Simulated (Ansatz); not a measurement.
A frame of Si₈GeSb₃S₂ from dynamics at 1900 K, with the forces (eV/Å) computed on a k mesh in the last three columns. Level of theory: DFT PBE+D3(BJ), scalar-relativistic, plane waves, PAW (Ansatz 0.2.0).

Cutoff 420 eV; k points 3×4×3 on the computed 14-atom cell (Γ-centred); Fermi–Dirac smearing, width 0.16 eV; no spin polarisation.

```xyz
14
Lattice="6.984 -0.041 -0.007 -0.041 6.844 -0.220 -0.007 -0.220 7.099" Properties=species:S:1:pos:R:3:forces:R:3 pbc="T T T"
Ge    3.132    3.192    5.148    0.150   -0.130   -0.100
S     4.339    4.367    2.981   -0.180    0.230    1.170
S     2.119    3.023    1.212   -0.310    0.190   -0.060
Sb    6.963    2.122    3.826    0.410    0.090    0.220
Sb    0.968    0.641    0.566    1.160    1.760   -1.390
Sb    6.378    6.094    2.050   -0.560   -1.770    1.700
Si    2.197    5.417    1.852    0.750   -0.820    0.540
Si    3.918    5.559    0.133    0.060    0.280   -0.890
Si    0.811    5.040    4.335   -0.180   -0.470   -0.080
Si    5.022    0.850    0.952   -0.950    1.190   -0.500
Si    3.196    1.113    3.451   -0.240   -0.080    0.000
Si    5.103    5.735    4.753   -0.180   -0.190   -0.130
Si    2.320   -0.133    5.437    0.320   -0.300   -0.090
Si    5.368    3.569    0.089   -0.250    0.010   -0.370
```

Static pressure -3.8 GPa (no kinetic part), no gap on the mesh.

Counting as bonded all pairs within 1.2 times the summed covalent radii:

```tsv
atom → neighbour	mean count	mean length (Å)	spread (Å)
Ge → Si	1.00	2.68	0.00
S → Sb	1.00	2.78	0.05
S → Si	1.00	2.42	0.06
Sb → S	0.67	2.78	0.05
Sb → Sb	1.33	2.99	0.32
Sb → Si	2.00	2.80	0.16
Si → Ge	0.12	2.68	0.00
Si → S	0.25	2.42	0.06
Si → Sb	0.75	2.80	0.16
Si → Si	1.25	2.45	0.04
```

Angles between all pairs of such bonds at an atom (mean ± spread): 114 ± 43° at S, 102 ± 29° at Sb, 100 ± 23° at Si.

Spin-orbit coupling is left out, which matters for the bands of heavy elements. Spin polarisation was left out, and a magnetic state may lie lower. An atom lies near a switch of its D3 coefficient C6 between reference coordination numbers, so the dispersion energy changes steeply there and can make or shift the minimum.

Cost: 1 run of about 1.3 core-minutes, on Arm Neoverse V1 (shared hosts).